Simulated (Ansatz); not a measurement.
# Li: axial (c/a) deformation path

Computed with Ansatz 0.2.0, DFT r2SCAN, scalar-relativistic, plane waves, PAW. Cutoff 500 eV, Γ-centred 18×18×10 k-points, Gaussian smearing of 0.15 eV. No spin polarisation. Energies are free energies at this smearing, counted from the undisturbed cell; pressure is positive in compression.

The undisturbed cell (as given, not relaxed at this level; it stands at -0.2 GPa; this form isn't the usual structure):

```
CELL_PARAMETERS angstrom
3.11100 0.00000 0.00000
-1.55550 2.69421 0.00000
0.00000 0.00000 5.09300
ATOMIC_POSITIONS crystal
Li 0.33333 0.66667 0.25000
Li 0.66667 0.33333 0.75000
```

At fixed volume and fractional coordinates, lengths along (0.000, 0.000, 1.000) are scaled against those across it; ρ is that ratio over its starting value. The cell is metallic on the mesh throughout.

```tsv
ρ	ΔE (meV/atom)
0.800	37.0
0.850	21.1
0.920	6.2
0.960	1.7
1.000	0.0
1.050	2.4
1.100	10.4
1.200	44.9
1.300	104.8
```

Question: Predict the pressure (GPa) at each point.

Answer:
```tsv
ρ	pressure (GPa)
0.800	-0.1
0.850	-0.2
0.920	-0.2
0.960	-0.2
1.000	-0.2
1.050	-0.2
1.100	-0.2
1.200	0.0
1.300	0.3
```

Cost: 9 runs of about 0.57 core-minutes in all, on Intel Xeon 6975P-C (Granite Rapids) (shared hosts).